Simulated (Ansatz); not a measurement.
### Question
Name crystals whose computed values (plane-wave PAW PBEsol (Ansatz code)) fall in these windows: highest Γ mode, no LO–TO term (cm⁻¹) 470 to 680; B₀ by P(V) fit (GPa) 140 to 160.

### Answer


```csv
crystal,"highest Γ mode, no LO–TO term (cm⁻¹)",B₀ by P(V) fit (GPa)
"ZnIn2O4, spinel",576,150
"LuF3, P-3c1 (Lu on 6f, F on 2a, F on 4d, F on 12g)",492,143
"Ti2C, R-3m (Ti on 6c, C on 3b)",654,141
"InGaN2, P3m1 (In on 1a, Ga on 1c, N on 1c, N on 1a)",646,154
"Mg3CdO4, Pm-3m (Mg on 3c, Cd on 1a, O on 3d, O on 1b)",552,152
```
Others may fit too.

Standing as an ambient phase not checked: ZnIn2O4, spinel; LuF3, P-3c1 (Lu on 6f, F on 2a, F on 4d, F on 12g); Ti2C, R-3m (Ti on 6c, C on 3b); InGaN2, P3m1 (In on 1a, Ga on 1c, N on 1c, N on 1a); Mg3CdO4, Pm-3m (Mg on 3c, Cd on 1a, O on 3d, O on 1b). Perhaps ordered models of mixed-site phases: InGaN2, P3m1 (In on 1a, Ga on 1c, N on 1c, N on 1a); Mg3CdO4, Pm-3m (Mg on 3c, Cd on 1a, O on 3d, O on 1b). All cells were relaxed under the symmetry of their starts (and spin orders); stability against distortions was not tested throughout. Rows with no word on spin ran without spin polarisation. Scalar-relativistic: spin–orbit coupling is off unless named, which matters more the heavier the elements.

Potentials: the later of the program's two PAW sets.
